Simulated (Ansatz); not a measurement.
C (graphite, space group No. 194) at seven volumes, DFT-r²SCAN+D4 in the program Ansatz with PAW potentials, shape and atoms relaxed at each. One row is withheld.

```
V (Å³/atom)  P (GPa)
-----------  -------
8.022           5.14
8.286           2.87
8.551           1.19
8.815           0.01
9.080          -0.88
9.344              ?
9.608          -1.76
```

Task: Fit the shown pressures and predict the withheld one.

Result: P = (3/2)B₀(x^(7/2) − x^(5/2))[1 + (3/4)(B′ − 4)(x − 1)] with x = (V₀/V)^(2/3). Least squares on the six rows gives V₀ = 8.811 Å³/atom, B₀ = 34.0 GPa, B′ = 10.87. At V = 9.344, x = 0.9616 and P = -1.42 GPa. The run itself gave -1.43 GPa.

Space group P6_3/mmc (graphite). The cell was relaxed with r²SCAN+D4 under the symmetry of its start; of distortions, only those at the zone centre were tested.

Potentials: the earlier of the program's two PAW sets.
